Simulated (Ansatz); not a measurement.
Computed properties of BeSe

BeSe:
```yaml
crystal:
  lattice:
    - [3.45440, 0.00000, 0.00000]
    - [-1.72720, 2.99160, 0.00000]
    - [0.00000, 0.00000, 5.45717]
  atoms:
    - { symbol: Be, position: [0.00000, 0.00000, 0.00000] }
    - { symbol: Be, position: [0.00000, 0.00000, 0.50000] }
    - { symbol: Se, position: [0.66667, 0.33333, 0.75000] }
    - { symbol: Se, position: [0.33333, 0.66667, 0.25000] }
```

Space group P6_3/mmc (No. 194), NiAs type; conventional cell a = 3.454 Å, b = 3.454 Å, c = 5.457 Å, α = 90.00°, β = 90.00°, γ = 120.00°.

Method: LDA (plane waves, PAW; program Ansatz). The cell and atoms are relaxed at this level. Other levels are named where they apply.

Cell and energy:

```yaml
volume_per_atom: 14.10 Å³
density: 5.18 g/cm³
Formation energy from the elements (no fitted shifts): -0.37 eV/atom
```

Electronic structure:

```yaml
band_gap: 0.49 eV (indirect)
valence_band_maximum: at Γ
conduction_band_minimum: at K (2 equivalent valleys)
smallest_direct_gap_on_the_standard_path: 2.43 eV
electron_effective_mass: 0.32, 0.51, 0.51 mₑ (principal values)
hole_effective_mass: 0.14, 3.6, 3.6 mₑ (principal values)
```

Mechanics:

```yaml
Bulk modulus (Birch–Murnaghan fit): 994 kbar
Pressure derivative B′: 3.9
Elastic constants (relaxed ions, GPa): C11 = 167, C12 = 82.6, C13 = 48.0, C33 = 205, C44 = 15.1
mechanical_stability: stable (all eigenvalues of C positive)
hill_bulk_and_shear_moduli: 99.5 and 32.2 GPa
Young's modulus: 87.1 GPa
Poisson's ratio: 0.35
debye_temperature_from_the_elastic_constants: 345 K
```

Dielectric response:

```yaml
Electronic dielectric constant ε∞ (DFPT): 11.4 (xx = yy), 12.7 (zz)
Born charges (a third of the trace): Be +2.89, Se -2.89 e
```

Phonons:

```yaml
Highest zone-centre frequency (without LO–TO term): 516 cm^-1
zone_centre_stability: unstable, softest mode 182i cm⁻¹
dynamical_stability_on_the_path: unstable, down to 182i cm⁻¹
```

This is a known high-pressure phase of the composition, computed here at zero pressure and temperature. The cell was relaxed with LDA under the symmetry of its start. The references are the lowest solids computed at this level, not always the standard phases. Scalar-relativistic: spin–orbit coupling is off unless named, which matters more the heavier the elements.

Potentials: the later of the program's two PAW sets.
